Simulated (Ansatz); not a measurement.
**YCu6ClO8 — ⁶³Cu nuclear quadrupole resonance**

Cell: a Materials Project structure (computed, not necessarily an observed phase), atoms as given.

```cif
data_structure
_symmetry_space_group_name_H-M 'P 1'
_symmetry_Int_Tables_number 1
_cell_length_a 6.5708
_cell_length_b 6.5708
_cell_length_c 6.5708
_cell_angle_alpha 60.000
_cell_angle_beta 60.000
_cell_angle_gamma 60.000
_cell_volume 200.61
loop_
_atom_site_label
_atom_site_type_symbol
_atom_site_fract_x
_atom_site_fract_y
_atom_site_fract_z
_atom_site_occupancy
Y1 Y 0.00000 0.00000 0.00000 1
Cu2 Cu 0.00000 0.00000 0.50000 1
Cu3 Cu 0.50000 0.00000 0.50000 1
Cu4 Cu 0.00000 0.50000 0.50000 1
Cu5 Cu 0.50000 0.50000 0.00000 1
Cu6 Cu 0.00000 0.50000 0.00000 1
Cu7 Cu 0.50000 0.00000 0.00000 1
Cl8 Cl 0.50000 0.50000 0.50000 1
O9 O 0.85550 0.85550 0.43349 1
O10 O 0.85550 0.43349 0.85550 1
O11 O 0.43349 0.85550 0.85550 1
O12 O 0.85550 0.85550 0.85550 1
O13 O 0.14450 0.14450 0.56651 1
O14 O 0.14450 0.56651 0.14450 1
O15 O 0.56651 0.14450 0.14450 1
O16 O 0.14450 0.14450 0.14450 1
```

Atoms are numbered from 1 in the order listed; like atoms form one site, named after its first atom.

Computed with Ansatz: DFT, r2SCAN, plane waves and PAW, scalar-relativistic, 500 eV cutoff, Γ-centred 6×6×6 k-points, Fermi–Dirac smearing 0.05 eV.

⁶³Cu: I = 3/2, Q = -220.0 mb (year-2017 value). Static lattice, zero field.

(1) Predict the zero-field ⁶³Cu lines of each site.

(2) And for 65Cu (I = 3/2, Q = -204.0 mb) on Cu?

Answers

(1) For I = 3/2 there is one line, ν = (|C_Q|/2)(1 + η²/3)^½.

| site | atoms | V_zz (10²¹ V/m²) | C_Q (MHz) | η | line frequencies (MHz) |
| --- | --- | --- | --- | --- | --- |
| Cu | 2, 3, 4, 5, 6, 7 | -5.19 | 27.6 | 0.12 | 13.8 |

(2) C_Q scales with Q to 25.6 MHz, with lines at 12.8 MHz.

At this cell the r2SCAN pressure is -6 GPa, so with r2SCAN the cell would shrink if it were relaxed. The entry's cell may itself be off. With no gap above 0.1 eV, as in a metal, the gradients converge slowly in k; expect changes of a tenth or more on a denser mesh. Semilocal functionals can leave a metal where correlation in the d or f shell opens a gap in the real compound, and that would change the values at and beside Cu.
